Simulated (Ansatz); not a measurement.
PdSb$_{2}$ (space group Pa-3)

```yaml
crystal:
  lattice:
    - [6.41610, 0.00000, 0.00000]
    - [0.00000, 6.41610, 0.00000]
    - [0.00000, 0.00000, 6.41610]
  atoms:
    - { symbol: Sb, position: [0.37287, 0.37287, 0.37287] }
    - { symbol: Sb, position: [0.62713, 0.62713, 0.62713] }
    - { symbol: Sb, position: [0.12713, 0.62713, 0.87287] }
    - { symbol: Sb, position: [0.87287, 0.37287, 0.12713] }
    - { symbol: Sb, position: [0.87287, 0.12713, 0.62713] }
    - { symbol: Sb, position: [0.12713, 0.87287, 0.37287] }
    - { symbol: Sb, position: [0.62713, 0.87287, 0.12713] }
    - { symbol: Sb, position: [0.37287, 0.12713, 0.87287] }
    - { symbol: Pd, position: [0.00000, 0.00000, 0.00000] }
    - { symbol: Pd, position: [0.50000, 0.00000, 0.50000] }
    - { symbol: Pd, position: [0.50000, 0.50000, 0.00000] }
    - { symbol: Pd, position: [0.00000, 0.50000, 0.50000] }
```

The slice is a {100} plane (indices of the conventional cell) through the point (0.500, 0.500, 0.000) (fractional), spanned by u = [100] and v = [010] in vectors of this cell: u (6.42 Å) and v (6.42 Å, at 90° to u). It covers one period; positions are fractions (u, v).

Calculation: LDA (plane waves to 420 eV, PAW, scalar-relativistic; Ansatz, a first-principles code). k mesh 6×6×6. Near the nuclei the fields are pseudised (PAW); where an atom keeps semicore shells as valence, they peak there. PdSb2 is run without spin polarisation. PdSb2 was relaxed with its symmetry unable to fall. Spin-orbit coupling is left out, though Sb is heavy.

Sketch the electrostatic potential energy of an electron, from the cell's mean on this plane as a map.


| v \ u | 0.00 | 0.11 | 0.21 | 0.32 | 0.43 | 0.54 | 0.64 | 0.75 | 0.86 | 0.96 |
|---|---|---|---|---|---|---|---|---|---|---|
| 0.96 | x | x | 4.1 | <0.0 | <0.0 | 3.3 | 3.7 | 6.5 | x | x |
| 0.86 | x | 3.1 | 3.4 | x | x | 3.7 | 8.3 | 8.4 | 5.1 | x |
| 0.75 | 4.8 | 8.4 | 6.8 | <0.0 | 0.0 | 6.5 | 8.5 | 4.9 | <0.0 | 2.5 |
| 0.64 | <0.0 | 7.6 | 8.6 | 6.9 | <0.0 | x | 5.3 | <0.0 | x | <0.0 |
| 0.54 | 1.9 | 3.5 | 5.7 | 3.4 | x | x | x | 2.6 | <0.0 | <0.0 |
| 0.43 | 0.3 | x | <0.0 | 3.3 | x | x | <0.0 | 7.6 | 6.3 | 3.6 |
| 0.32 | 0.5 | x | <0.0 | 6.4 | 5.0 | 2.4 | 5.3 | 7.9 | 8.6 | 4.5 |
| 0.21 | 5.1 | 3.0 | 5.5 | 8.4 | 7.4 | <0.0 | x | 2.6 | 8.0 | 6.2 |
| 0.11 | x | x | 7.8 | 8.0 | 5.8 | <0.0 | x | <0.0 | 2.5 | x |
| 0.00 | x | x | 5.1 | 0.5 | 0.3 | 1.9 | <0.0 | 4.8 | x | x |

Values: electrostatic potential energy of an electron, from the cell's mean, in eV. Points within 1 Å of a nucleus are blanked (x), as the pseudised field means little there. Values under 0 eV are set to 0. The zero, the cell's mean, hangs on the PAW cores.
